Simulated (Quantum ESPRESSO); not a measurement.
Si4Ge3C (made-up cell) (calculated)

Calculation on a made-up crystal cell, not a measurement: periodic Kohn-Sham density functional theory in plane waves with PseudoDojo standard norm-conserving scalar-relativistic pseudopotentials, each functional with its own files (v0.5 for PBE, v0.4.1 for LDA and PBEsol), no spin polarisation, no spin-orbit coupling, atoms not relaxed, stress positive in tension, energies less a fixed whole-eV offset for each atom's element; levels are Kohn-Sham levels at fractions of this cell's reciprocal vectors, counted from the reference band (half the neutral cell's valence electrons, rounded up) at Gamma; error bars cover cutoff and k-mesh only, not smearing or the files; each bar is the largest change over components, and at least 0.002 eV, 0.002 eV per angstrom or 0.02 GPa; added strain carries the atoms with the cell, and shear is the tensor component; energies are for the whole cell, and the offsets were chosen from early runs and are not element reference energies. Program: Quantum ESPRESSO 7.5.

```xyz
8
Lattice="5.7256 0.0397 -0.0348 0.0397 5.6446 0.0664 -0.0348 0.0664 5.6387" Properties=species:S:1:pos:R:3 formula=Si4Ge3C lattice_type=zincblende/diamond functional=pbe cutoff=1116 fermi_dirac_smearing=0.1 scf_tolerance=1e-07 electrons_removed=0 k_mesh=6_x_6_x_6,shifted_by_half_a_step pressure=-8.944 stress_xx=9.742 stress_yy=8.58 stress_zz=8.51 stress_yz=1.381 stress_xz=-0.722 stress_xy=1.114 fermi_level=-0.01641 reference_band=31 error_bar_stress=0.02115 error_bar_force=0.003961 error_bar_next_band_up=0.002 error_bar_fermi_level=0.02444 error_bars_from=tighter_rerun_of_this_cell
Si     0.0071    -0.0008     0.0124
Ge     0.0113     2.8438     2.8306
Si     2.8193     0.0403     2.8128
C      2.8972     2.8346     0.0210
Ge     1.4589     1.4416     1.4161
Ge     1.4380     4.2931     4.2731
Si     4.2741     1.4487     4.2207
Si     4.2930     4.2763     1.4284
```

Units: cutoff, fermi_dirac_smearing, scf_tolerance, fermi_level, error_bar_next_band_up, error_bar_fermi_level in eV; pressure, stress_xx, stress_yy, stress_zz, stress_yz, stress_xz, stress_xy, error_bar_stress in GPa; error_bar_force in eV/Å.

Atoms:
```csv
atoms element,atom site
Si,1
Ge,2
Si,3
C,4
Ge,5
Ge,6
Si,7
Si,8
```

Forces:
```csv
site,x (eV/Å),y (eV/Å),z (eV/Å)
1,-0.382,-0.1452,0.107
2,-0.5299,-0.07072,0.3222
3,0.9354,-0.09858,0.02497
4,0.2102,0.07618,-0.04206
5,0.859,0.8038,-1.356
6,0.9099,-0.9255,1.217
7,-0.9715,0.9488,0.8179
8,-1.031,-0.5888,-1.092
```

Levels:
```csv
level k point,next band up (eV)
Gamma,0.03286
"(1/2,1/2,1/2)",-0.7264
"(0.15,0,0)",0.321
"(0,0.15,0)",0.3106
"(0,0,0.15)",0.3188
```
